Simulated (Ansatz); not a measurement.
# La3AlN4 (ordering on wurtzite) by several functionals

All numbers come from the plane-wave code Ansatz. (Calculated; non-magnetic; the phase may be known or hypothetical.)

The cell is an ordered 8-atom cell of La3AlN4 on the wurtzite lattice (P3m1); cell and atoms were relaxed with r2SCAN. It is trigonal, P3m1 (No. 156); conventional cell a = 3.836 Å, c = 12.125 Å, 19.32 Å³ an atom. Al is surrounded by 4 N at 1.82–2.25 Å; La is surrounded by 4 N at 2.37–2.49 Å; La is surrounded by 4 N at 2.33–2.51 Å; La is surrounded by 4 N at 2.37–2.50 Å; N is surrounded by 1 Al at 1.82 Å and 3 La at 2.33 Å; N is surrounded by 4 La at 2.37–2.49 Å; N is surrounded by 4 La at 2.37–2.51 Å; N is surrounded by 3 Al at 2.25 Å and 1 La at 2.50 Å.

```
CELL_PARAMETERS angstrom
3.83626 0.00000 0.00000
-1.91813 3.32230 0.00000
0.00000 0.00000 12.12453
ATOMIC_POSITIONS crystal
Al 0.33333 0.66667 0.00934
La 0.33333 0.66667 0.49400
La 0.66667 0.33333 0.21810
La 0.66667 0.33333 0.76880
N 0.33333 0.66667 0.15952
N 0.33333 0.66667 0.69952
N 0.66667 0.33333 0.42548
N 0.66667 0.33333 0.97525
```

Relaxed lattice by functional, symmetry kept:
```json
{"functional": "PBE", "k mesh": "12×12×2", "a (Å)": "3.863", "c (Å)": "12.075", "volume (Å³/atom)": "19.50"}
{"functional": "r2SCAN", "k mesh": "12×12×2", "a (Å)": "3.836", "c (Å)": "12.125", "volume (Å³/atom)": "19.32"}
```

Gaps on the r2SCAN cell, each the least over its mesh and the special points:
```json
{"level": "PBE", "k mesh": "12×12×2", "gap (eV)": "0.40", "kind": "indirect", "edges": "M → Γ", "least direct gap (eV)": "1.42", "rough cost": "17 core-seconds"}
{"level": "PBE+SOC", "k mesh": "12×12×2", "gap (eV)": "0.38", "kind": "indirect", "edges": "M → Γ", "least direct gap (eV)": "1.41", "rough cost": "90 core-seconds"}
{"level": "r2SCAN", "k mesh": "12×12×2", "gap (eV)": "0.65", "kind": "indirect", "edges": "M → Γ", "least direct gap (eV)": "1.70", "rough cost": "21 core-seconds"}
{"level": "HSE06", "k mesh": "6×6×2", "gap (eV)": "1.26", "kind": "indirect", "edges": "M → Γ", "least direct gap (eV)": "2.36", "rough cost": "6 core-minutes"}
{"level": "PBE0", "k mesh": "6×6×2", "gap (eV)": "1.93", "kind": "indirect", "edges": "M → Γ", "least direct gap (eV)": "3.04", "rough cost": "6 core-minutes"}
```
PBE, PBE+SOC: smearing of 0.02 eV; the others have fixed occupations.
Wave cutoffs: 420 eV, 500 eV (r2SCAN).
Costs come from shared machines and give only the order; PBE's includes the band path. The runs had 4 threads of AMD EPYC 9R45 96-Core Processor (Zen 5) (shared host).

With HSE06 the valence top lies at M and the conduction bottom at Γ, 1.26 eV higher; the smallest vertical gap, at Γ, is 2.36 eV. Spin-orbit coupling changes the PBE gap by -0.014 eV, to 0.38 eV.

r2SCAN covers 29 % of the step from PBE to HSE06, while HSE06 needs about 16 times r2SCAN's rough cost (on a coarser mesh). Spin-orbit coupling moves the least or the direct gap by up to 0.01 eV, so it can be left out where a tenth of an eV counts. All these functionals give a gap of the same kind, indirect.

r2SCAN (ground state on 6×6×2): The clamped-ion dielectric constant comes out as 7.15 along x and y, 6.14 along z. Born charges, averaged over directions: Al +2.73, La +3.38 to +3.94, N -3.71 to -2.87 e.

Only the levels marked +SOC include spin-orbit coupling.
